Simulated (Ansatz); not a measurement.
SiO2 (rutile)

```
CELL_PARAMETERS angstrom
      8.47232     0.00000     0.00000
      0.00000     4.23616     0.00000
      0.00000     0.00000     2.69045
ATOMIC_POSITIONS crystal
  Si 0.25000 0.50000 0.50000
  Si 0.75000 0.50000 0.50000
  Si 0.00000 0.00000 0.00000
  Si 0.50000 0.00000 0.00000
  O  0.40349 0.80699 0.50000
  O  0.90349 0.80699 0.50000
  O  0.15349 0.69301 0.00000
  O  0.65349 0.69301 0.00000
  O  0.34651 0.30699 0.00000
  O  0.84651 0.30699 0.00000
  O  0.09651 0.19301 0.50000
  O  0.59651 0.19301 0.50000
```

The atoms are displaced by Q × the pattern below (from a DFPT mode at X = (0.5, 0.0, 0.0), largest move 1; Q in Å), at fixed cell. It is one choice among 2 degenerate patterns. (q is in reciprocal vectors of the primitive cell; the cell shown is doubled to hold the pattern.)

| atom | x | y | z |
|---|---|---|---|
| Si3 | 0.959 | 0.237 | 0.000 |
| Si4 | -0.959 | -0.237 | 0.000 |
| O5 | 0.711 | 0.584 | 0.000 |
| O6 | -0.711 | -0.584 | 0.000 |
| O7 | -0.781 | 0.624 | 0.000 |
| O8 | 0.781 | -0.624 | 0.000 |
| O9 | 0.781 | -0.624 | 0.000 |
| O10 | -0.781 | 0.624 | 0.000 |
| O11 | -0.711 | -0.584 | 0.000 |
| O12 | 0.711 | 0.584 | 0.000 |

Atoms not listed stay in place.

Computed with PBE (plane waves to 420 eV, PAW, scalar-relativistic; Ansatz, a quantum-chemistry and plane-wave program). k mesh 4×8×12 (Γ-centred), Fermi-Dirac smearing 0.05 eV. The energy includes the smearing's −TS. As the smearing reaches across the gap at some points, energies and forces of such displacements shift with the k mesh and the smearing. SiO2 was relaxed with its symmetry unable to fall. The zero of ΔE is the undisplaced structure. The last digit holds for this mesh only.

```
Q (Å)    ΔE (meV/cell)
-------  -------------
-0.2800        20281.7
-0.2333       withheld
-0.1867         9786.1
-0.1400         5593.6
-0.0933         2496.4
-0.0467          625.0
0.0000             0.0
0.0467           625.0
0.0933          2496.4
0.1400          5593.6
0.1867          9786.1
0.2333        withheld
0.2800         20281.7
```

Task: Fit an even polynomial form (powers 2, 4, 6) to the given rows and predict ΔE at Q = -0.2333.

Result: Least squares on the 11 given rows: ΔE = (288200)·Q² + (-81860)·Q⁴ + (-3758000)·Q⁶, in meV/cell with Q in Å; root-mean-square residual 2.90 meV/cell. At -0.2333 the fit gives 14837.9 meV/cell; the calculation gives 14719.1 meV/cell, so the interpolation is off by 118.8 (+0.8 %). The quadratic term alone would give 15686.4 meV/cell.

(A displaced cell: forces are minus the slopes of the energy, force constants its curvatures, and phonons follow from these.)
